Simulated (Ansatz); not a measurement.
**Hydrogen-ended wire of C, C26H16**

Ansatz, PAW, plane waves. PBEsol relaxation at a 1×1×8 mesh; single points on the relaxed atoms at a 1×1×6 mesh, onto which points of the small cell's zone fold. No spin–orbit coupling unless named.

Relaxed structure:

```cif
data_structure
_symmetry_space_group_name_H-M 'P 1'
_symmetry_Int_Tables_number 1
_cell_length_a 20.2000
_cell_length_b 20.2000
_cell_length_c 2.5129
_cell_angle_alpha 90.000
_cell_angle_beta 90.000
_cell_angle_gamma 90.000
_cell_volume 1025.37
loop_
_atom_site_label
_atom_site_type_symbol
_atom_site_fract_x
_atom_site_fract_y
_atom_site_fract_z
_atom_site_occupancy
C1 C 0.35484 0.32659 0.00274 1
C2 C 0.37568 0.50022 0.00270 1
C3 C 0.64452 0.32653 0.00259 1
C4 C 0.62374 0.50017 0.00264 1
C5 C 0.49968 0.36385 0.50268 1
C6 C 0.49972 0.54107 0.50266 1
C7 C 0.49975 0.71805 0.50264 1
C8 C 0.49969 0.32148 0.00268 1
C9 C 0.49971 0.49641 0.00267 1
C10 C 0.49974 0.67563 0.00265 1
C11 C 0.36710 0.36765 0.50273 1
C12 C 0.37752 0.54309 0.50269 1
C13 C 0.63227 0.36760 0.50261 1
C14 C 0.62191 0.54304 0.50264 1
C15 C 0.30960 0.41854 0.50271 1
C16 C 0.56422 0.40802 0.50265 1
C17 C 0.56111 0.58669 0.50264 1
C18 C 0.31200 0.46033 0.00271 1
C19 C 0.56310 0.45266 0.00265 1
C20 C 0.56027 0.62992 0.00265 1
C21 C 0.43516 0.40804 0.50270 1
C22 C 0.43834 0.58671 0.50268 1
C23 C 0.68979 0.41847 0.50261 1
C24 C 0.43630 0.45268 0.00269 1
C25 C 0.43920 0.62995 0.00267 1
C26 C 0.68740 0.46026 0.00261 1
H1 H 0.30151 0.31315 0.00275 1
H2 H 0.38019 0.27848 0.00279 1
H3 H 0.61917 0.27842 0.00255 1
H4 H 0.69786 0.31310 0.00261 1
H5 H 0.45570 0.75079 0.50265 1
H6 H 0.54382 0.75077 0.50268 1
H7 H 0.45738 0.28794 0.00264 1
H8 H 0.54204 0.28799 0.00270 1
H9 H 0.33264 0.57518 0.50271 1
H10 H 0.66681 0.57512 0.50264 1
H11 H 0.26318 0.38913 0.50272 1
H12 H 0.26976 0.49558 0.00272 1
H13 H 0.60591 0.66085 0.00266 1
H14 H 0.73620 0.38905 0.50262 1
H15 H 0.39357 0.66089 0.00267 1
H16 H 0.72966 0.49550 0.00265 1
```

(1) What are the mean bond lengths by pair (pairs within 1.2 times the sum of covalent radii, less contacts 15 % beyond the pair's median; cation–cation pairs of compounds aside; long ionic contacts are cut short by that bound)?

(2) What gap lies between the top filled and the lowest empty level in the single points?

Answers

(1) C–C 1.537 ± 0.021 Å (standard deviation, 44 bonds); C–H 1.107 ± 0.008 Å (standard deviation, 16 bonds).

(2) HSE06 4.13 eV (7.8 min on 7 threads of Neoverse-V2).
